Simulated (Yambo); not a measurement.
```
Ag2S
1.0
    3.51146    -2.36127     0.00000
    3.51146     2.36127     0.00000
   -0.01416     0.00000     7.43416
S Ag
2 4
Direct
  0.77947   0.77947   0.75005
  0.21749   0.21749   0.25076
  0.99959   0.99959   0.50106
  0.60213   0.60213   0.25128
  0.39492   0.39492   0.74886
  0.99734   0.99734   0.00096
```

Ag$_{2}$S (space group Cm, No. 8, within 0.06 Å of Cmcm): mean Im ε in 1 eV windows above the direct gap of 1.91 eV, for different electron-hole kernels (Yambo, broadening 0.15 eV, PBEsol (pw.x of Quantum ESPRESSO, ONCV potentials, no spin-orbit coupling) bands; 6×6×4 mesh, 15 valence and 4 conduction bands, static screening with 89 bands and a 3 Ry block, scissor 0.80 eV, Tamm-Dancoff; field along x).

```csv
window (eV),independent quasiparticles,RPA (no attraction),BSE
1.9 to 2.9,3.6,2.8,7.1
2.9 to 3.9,12,12,12
3.9 to 4.9,6.9,6.8,7.0
```

This run doesn't resolve bound excitons or single peaks, so only averages are given, and they too depend on the mesh; weight that the attraction moves below the gap isn't listed. All transitions below 5.53 eV are in the band window. The scissor comes from a G0W0 run whose convergence isn't established.

Spin-orbit splittings are left out.

Geometry of the Materials Project entry, not relaxed at this level.

The structure is a Materials Project entry; no match was found in the copy of COD used, and its stability was not checked.
